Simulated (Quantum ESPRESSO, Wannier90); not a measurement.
**Wannierisation of Sn (Immm)**

```yaml
crystal:
  lattice:
    - [-1.72654, 1.77554, 2.33834]
    - [1.72654, -1.77554, 2.33834]
    - [1.72654, 1.77554, -2.33834]
  atoms:
    - { symbol: Sn, position: [0.00000, 0.00000, 0.00000] }
```

Structure: Materials Project mp-623511, symmetrised, not relaxed again. Not found in the COD (Crystallography Open Database) copy used, which has the formula in other groups; not checked further. Method: PBEsol plane waves in Quantum ESPRESSO 7.5 (PseudoDojo norm-conserving files, 58 Ry, no spin polarisation, no spin-orbit coupling), Bloch states on a 12×12×12 mesh through Γ, Wannier90 4.0.1. Density: 16×16×16 mesh, cold smearing 0.01 Ry. Spin-orbit coupling is left out although heavy elements are present.

The plane-wave run has 15 bands and 14 electrons a cell. On the energy scale of pw.x, whose zero is arbitrary, the Fermi level lies at 10.27 eV.

Isolated groups of bands, relative to the Fermi level (bands from 6 on overlap up to the last one computed):

```
bands  from (eV)  to (eV)  filling  weight on atomic waves
-----  ---------  -------  -------  ----------------------
1–5       -21.55   -21.32   filled             Sn 4d 100 %
```

Input w.win, without the blocks of cell, atoms and k-points (1728 lines):

```
num_bands = 10
num_wann = 4
exclude_bands = 1-5
num_iter = 800
conv_tol = 1.0e-6
conv_window = 4
dis_num_iter = 1000
dis_conv_tol = 1.0e-6
dis_froz_max = 15.54
write_hr = true
write_u_matrices = true
begin projections
f=-0.01626,-0.00315,-0.01418: s;p
end projections
mp_grid = 12 12 12
```

wannier90.x stops with:
```
dis_windows: More states in the frozen window than target WFs
```
At some k-point more bands lie below dis_froz_max than there are Wannier functions, and every frozen state has to fit into the subspace. Mended as below, all else unchanged, the run goes through (Ω_I = 7.0 Å²) and follows the plane-wave bands to 11 meV rms (states up to 1.0 eV relative to the Fermi level).
```
dis_froz_max = 11.77
```
